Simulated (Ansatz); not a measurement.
## NbH2: computed property card

NbH$_{2}$:
```xyz
3
Lattice="0.0000 2.2735 2.2735 2.2735 0.0000 2.2735 2.2735 2.2735 0.0000" Properties=species:S:1:pos:R:3 pbc="T T T"
Nb     0.0000     0.0000     0.0000
H      1.1367     1.1367     1.1367
H      3.4102     3.4102     3.4102
```

Space group Fm-3m (No. 225), fluorite; conventional cell a = b = c = 4.5469 Å, α = β = γ = 90.00°.

Method: DFT-r²SCAN in the program Ansatz with PAW potentials. Structure relaxed to zero pressure with the same functional. Other levels are named where they apply.

**Cell and energy**

```json
{
  "volume_per_atom": "7.83 Å³",
  "density": "6.71 g/cm³",
  "Formation energy from the elements (no fitted shifts)": "-0.27 eV/atom"
}
```

**Electronic structure**

```json
{
  "electronic_character": "metallic (no gap)",
  "Density of states at the Fermi level": "0.31 states/eV per atom (mean over ±0.08 eV)",
  "Gap with spin–orbit coupling": "none (metallic)"
}
```

**Mechanics**

```json
{
 "Bulk modulus (Birch–Murnaghan fit)": "1870 kbar",
 "Pressure derivative B′": "4.1"
}
```

**Charges**

```json
{
 "bader_charges": "Nb +1.34, H -0.67 e"
}
```

The workflow started from an entry of the Crystallography Open Database (COD). Its standing as an ambient phase is unchecked. Symmetry was held in the r²SCAN relaxation; whether a distortion lowers the energy is not shown. The run is not spin-polarised. The references are the lowest solids computed at this level, not always the standard phases (solids in place of the gases). Scalar-relativistic: spin–orbit coupling is off unless named, which matters more the heavier the elements.

Potentials: the later of the program's two PAW sets.
